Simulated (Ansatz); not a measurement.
## Zone-centre modes in Li$_{3}$AsF$_{6}$

All numbers below come from DFT PBEsol, scalar-relativistic, plane waves, PAW in Ansatz 0.2.0. Settings: plane waves to 420 eV, k-mesh 6×6×6 (Γ-centred), Gaussian smearing 0.05 eV. No spin polarisation.

The starting cell (relaxed at this level; it needn't be the usual structure):

```
CELL_PARAMETERS angstrom
0.00000 3.95867 3.95867
3.95867 0.00000 3.95867
3.95867 3.95867 0.00000
ATOMIC_POSITIONS crystal
Li 0.25000 0.25000 0.25000
Li 0.75000 0.75000 0.75000
Li 0.50000 0.50000 0.50000
As 0.00000 0.00000 0.00000
F 0.25497 0.25497 0.74503
F 0.25497 0.74503 0.74503
F 0.74503 0.74503 0.25497
F 0.25497 0.74503 0.25497
F 0.74503 0.25497 0.74503
F 0.74503 0.25497 0.25497
```

Harmonic modes by finite displacements of 0.02 Å, without the LO–TO term.

Q: At this geometry, is the structure stable against these modes?

A: No: 12 modes are unstable, the strongest at 229i cm⁻¹.

Q: List the wavenumbers in cm⁻¹.

A: 229i, 229i, 229i, 217i, 217i, 217i, 159i, 159i, 159i, 15i, 15i, 15i, 0, 0, 0, 204, 204, 204, 259, 259, 259, 320, 320, 320, 372, 372, 410, 410, 410, 543.

Cost: 1 run of about 1.6 core-minutes, on Arm Neoverse V2 (shared hosts).